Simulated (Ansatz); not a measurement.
InPt$_{3}$ (Cu3Au type, Pm-3m) at seven volumes, the program Ansatz at the LDA level (PAW), scaled uniformly. One row is withheld.

| V (Å³/atom) | P (GPa) |
|---|---|
| 14.174 | ? |
| 14.642 | 17.91 |
| 15.109 | 8.12 |
| 15.576 | 0.00 |
| 16.043 | -6.72 |
| 16.511 | -12.26 |
| 16.978 | -16.80 |

Problem. Fit the shown pressures and predict the withheld one.

Solution. P = (3/2)B₀(x^(7/2) − x^(5/2))[1 + (3/4)(B′ − 4)(x − 1)] with x = (V₀/V)^(2/3). Least squares on the six rows gives V₀ = 15.576 Å³/atom, B₀ = 246 GPa, B′ = 5.36. At V = 14.174, x = 1.0649 and P = 29.88 GPa. The run itself gave 29.70 GPa.

The workflow started from a Materials Project entry (that database holds measured and hypothetical structures alike); the Crystallography Open Database files this formula in space group No. 221, but the cells were not matched. Whether it is the stable phase at ambient conditions was not checked. Symmetry was held in the LDA relaxation; of distortions, only those at the zone centre were tested. The run is not spin-polarised. Spin–orbit coupling is left out wherever it is not named.

Potentials: the later of the program's two PAW sets.
